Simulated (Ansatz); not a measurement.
Al$_{3}$V (Cu3Au type, Pm-3m) at seven volumes, plane-wave PAW PBEsol (Ansatz code), scaled uniformly. One row is withheld.

| V (Å³/atom) | P (GPa) |
|---|---|
| 13.179 | 14.11 |
| 13.613 | 8.68 |
| 14.048 | 4.01 |
| 14.482 | 0.00 |
| 14.917 | ? |
| 15.351 | -6.40 |
| 15.786 | -8.94 |

**Question.** Fit the shown pressures and predict the withheld one.

**Answer.** Third-order Birch–Murnaghan: P = (3/2)B₀(x^(7/2) − x^(5/2))[1 + (3/4)(B′ − 4)(x − 1)] with x = (V₀/V)^(2/3). Least squares on the six rows gives V₀ = 14.483 Å³/atom, B₀ = 123.6 GPa, B′ = 4.05. At V = 14.917, x = 0.9805 and P = -3.44 GPa. The run itself gave -3.44 GPa.

The workflow started from a Materials Project entry (that database holds measured and hypothetical structures alike); the Crystallography Open Database copy checked does not list it. Its standing as an ambient phase is unchecked. The cell was relaxed with PBEsol under the symmetry of its start; whether a distortion lowers the energy is not shown. No spin polarisation was allowed.

Potentials: the later of the program's two PAW sets.
